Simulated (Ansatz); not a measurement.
**Two Ansatz runs on MoI$_{3}$**

The structure comes from a relaxation in the same program, started in the ReO3 type, and has space group Pm-3m. Whether it is a known phase or the ground state wasn't checked.

First run: DFT, PBEsol, PAW with Ansatz's default frozen-core files, scalar-relativistic (Ansatz 0.2.0).

Command: `ansatz run input.yaml --threads 1 --pin off --max-ram 3072MiB --backend cpu --events-out ev --progress --plain --runs-dir out` The run took 27 s on 1 thread of Intel(R) Xeon(R) 6975P-C (Granite Rapids), with other jobs on the host, peak memory 0.66 GiB.

```yaml
crystal:
  lattice:
    - [5.4520691884, 0.0, 0.0]
    - [0.0, 5.4520691884, 0.0]
    - [0.0, 0.0, 5.4520691884]
  atoms:
    - { symbol: Mo, position: [0.0, 0.0, 0.0] }
    - { symbol: I, position: [0.5, 0.0, 0.0] }
    - { symbol: I, position: [0.0, 0.5, 0.0] }
    - { symbol: I, position: [0.0, 0.0, 0.5] }
kpoints:
  mp_grid: { grid: [7, 7, 7] }
  band_path:
    path:
      - [0.0, 0.0, 0.0]
      - [0.0, 0.5, 0.0]
      - [0.5, 0.5, 0.0]
      - [0.0, 0.0, 0.0]
      - [0.5, 0.5, 0.5]
      - [0.0, 0.5, 0.0]
      - [0.5, 0.5, 0.5]
      - [0.5, 0.5, 0.0]
    npoints: 14
scf:
  occupations: { method: fermi_dirac, width: 0.08 }
hamiltonian:
  xc: pbesol
  pseudopotentials: { kind: paw }
output:
  forces: true
  stress: true
  eigenvalues: true
  efg: { contact_densities: true }
  populations: true
  bader: true
  dos: { projected: true, de: 0.2, e_range: [-14, 8] }
  write_density: true
  write_potential: true
  elf: true
  volumetric_format: npy
```

Result: converged; pressure 0.02 GPa; 7 SCF iterations.

Spin polarisation is left out, and whether a magnetic state lies lower isn't shown here.

No spin–orbit coupling, which matters for the heavy atoms here.

The input is then changed:

```diff
@@ -25,5 +25,5 @@
   occupations: { method: fermi_dirac, width: 0.08 }
 hamiltonian:
-  xc: pbesol
+  xc: lda
   pseudopotentials: { kind: paw }
 output:
@@ -33,9 +33,3 @@
   efg: { contact_densities: true }
   populations: true
-  bader: true
-  dos: { projected: true, de: 0.2, e_range: [-14, 8] }
-  write_density: true
-  write_potential: true
-  elf: true
-  volumetric_format: npy
```

(1) Predict the outcome of the changed run.

Answers

(1) It converged; pressure -1.11 GPa; 7 SCF iterations.
